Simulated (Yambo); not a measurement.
RPA spectrum of ZnSe (zinc blende, space group F-43m, No. 216) on LDA bands in Yambo (12×12×12 mesh, 43 bands, 4 Ry local-field block, 0.2 eV broadening; field along x). CGrdSpXd merges neighbouring transition energies to save time; the report line [X-CG] gives the poles kept by one of the 4 MPI tasks, and where the merging fails may depend on that split.

| CGrdSpXd asked (%) | share reached (%) | poles used (one task) | static ε | largest change of Im ε (% of its maximum) | rough time |
|---|---|---|---|---|---|
| 100 | 100 | 4087 | 7.36 | 0.0 | 1 |
| 70 | 69 | 2860 | 7.36 | 0.1 | within a factor of two |
| 30 | 29 | 1220 | 7.36 | 1.1 | about 1/2 |
| 15 | 0 | 20 | 8.74 | 180 | about 1/8 |
| 5 | 0 | 20 | 8.74 | 180 | about 1/8 |

All runs end normally. In the runs at 15 %, 5 % few poles are left or the spectrum changes by over a quarter of its peak, and no warning says so. Times are rough ratios from shared machines. The k mesh wasn't tested; the rows compare only with each other.

Spin-orbit coupling is not included.

Geometry relaxed with LDA; primitive cell a = 3.937 Å, b = 3.937 Å, c = 3.937 Å, α = 60.00°, β = 60.00°, γ = 60.00°.
